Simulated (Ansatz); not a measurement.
Al (fcc, Cu type)

```xyz
1
Lattice="0.0000 2.0203 2.0203 2.0203 0.0000 2.0203 2.0203 2.0203 0.0000" Properties=species:S:1:pos:R:3 pbc="T T T"
Al     0.0000     0.0000     0.0000
```

The slice is a {110} plane (indices of the conventional cell) through the point (0.000, 0.000, 0.000) (fractional), spanned by u = [100] and v = [1 -1 -1] in vectors of this cell: u (2.86 Å) and v (4.04 Å, at 90° to u). It covers one period; positions are fractions (u, v).

Method: PBE (plane waves to 420 eV, PAW, scalar-relativistic; Ansatz, an electronic-structure program). k mesh 20×20×20. These are valence fields of a PAW run, semicore shells included where kept as valence: close to a nucleus they are smooth pseudo fields. Al was relaxed with its symmetry unable to fall.

**Question.** What is the ELF at the midpoint of the shortest Al–Al line in this plane (2.86 Å)?

**Answer.** 0.6.

**Question.** The ELF has a maximum in the middle third of the Al–Al line. Where, and how high?

**Answer.** 0.63, 1.1 Å from Al.

**Question.** What is the valence density on the shortest Al–Al line in this plane (2.86 Å), at its midpoint?

**Answer.** 0.20 e/Å³.

**Question.** Sketch the electron localisation function (ELF) on this plane as a map.

**Answer.** 
```
|xxxxxx  --%%@@@@@@@@@@@@%%--  xxxx|
|xxxxxx..++%%@@@@@@@@@@@@%%++..xxxx|
|    ..==##@@@@@@@@@@@@@@@@##==..  |
|::--++##@@@@@@@@@@@@@@@@@@@@##++--|
|****##@@@@@@@@@@@@@@@@@@@@@@@@##**|
|####%%%%@@@@@@@@%%%%@@@@@@@@%%%%##|
|######%%%%%%%%%%%%%%%%%%%%%%%%####|
|++******##%%%%%%@@@@%%%%%%##******|
|====++++**##%%%%@@@@%%%%##**++++==|
|----==++**##%%%%@@@@%%%%##**++==--|
|------==++##%%%%@@@@%%%%##++==----|
|::----==++**%%%%@@@@%%%%**++==----|
|------==++##%%%%@@@@%%%%##++==----|
|----==++**##%%%%@@@@%%%%##**++==--|
|====++++**##%%%%@@@@%%%%##**++++==|
|++******##%%%%%%@@@@%%%%%%##******|
|######%%%%%%%%%%%%%%%%%%%%%%%%####|
|####%%%%@@@@@@@@%%%%@@@@@@@@%%%%##|
|****##@@@@@@@@@@@@@@@@@@@@@@@@##**|
|::--++##@@@@@@@@@@@@@@@@@@@@##++--|
|    ..==##@@@@@@@@@@@@@@@@##==..  |
|xxxxxx..++%%@@@@@@@@@@@@%%++..xxxx|
|xxxxxx  --%%@@@@@@@@@@@@%%--  xxxx|
|xxxxxx  --##@@@@@@@@@@@@##--  xxxx|
```
Scale: ten equal steps from 0.04 (start of ' ') to 0.64 (end of '@'), in the order ' .:-=+*#%@'. Values: electron localisation function (ELF). The map has 17 points along u (two characters each, u = 0 at the left) and 24 along v (v = 0 in the bottom row). Points within 0.5 Å of a nucleus are blanked (x), as the pseudised field means little there.
